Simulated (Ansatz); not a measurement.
**Notes on BiSbPd**

```
CELL_PARAMETERS angstrom
7.31790 0.00000 0.00000
0.00000 4.60618 0.00000
0.00000 0.00000 8.45200
ATOMIC_POSITIONS crystal
Sb 0.25840 0.25000 0.10900
Sb 0.24160 0.75000 0.60900
Sb 0.75840 0.25000 0.39100
Sb 0.74160 0.75000 0.89100
Bi 0.52010 0.25000 0.69830
Bi 0.97990 0.75000 0.19830
Bi 0.02010 0.25000 0.80170
Bi 0.47990 0.75000 0.30170
Pd 0.65490 0.25000 0.06800
Pd 0.84510 0.75000 0.56800
Pd 0.15490 0.25000 0.43200
Pd 0.34510 0.75000 0.93200
```

The numbers come from plane-wave PAW DFT (Ansatz): PBEsol, with U = 4.17 eV and J = 0.93 eV on Pd d (all-electron-ortho-atomic projectors), no spin polarisation, 420 eV, 5×7×4 Γ-centred k points, fermi-dirac occupations (width 0.1 eV). Nothing was relaxed.

- Stress: The pressure is -2.1 GPa (compression positive), so with the atoms held at these fractions the cell would first shrink. The principal stresses -3.5, -1.6, -1.1 GPa differ, so its shape would change too.
- Charges: Bader charges in e: Bi +0.44, Sb +0.06, Pd -0.50. In the mean Bi gives up most and Pd takes most.
- Contacts: Sb–Pd at 2.82 Å: least valence density 0.30 e/Å³ and ELF 0.32 there. Sb–Bi at 3.13 Å: least valence density 0.23 e/Å³ and ELF 0.39 there. Bi–Pd at 3.28 Å: least valence density 0.15 e/Å³ and ELF 0.20 there. Both are smooth PAW fields, read partly inside the augmentation spheres.
- At the Fermi level: It is a metal, with about 4.7 states/eV a cell as the mean within 0.25 eV of the Fermi level, mostly Bi p (35 %), Sb p (34 %) and Pd d (17 %).

Origin: a known structure type with other elements, at an estimated volume, so it need not be a known compound. Caveats: a Hubbard term without moments, so a magnetic state may lie lower.
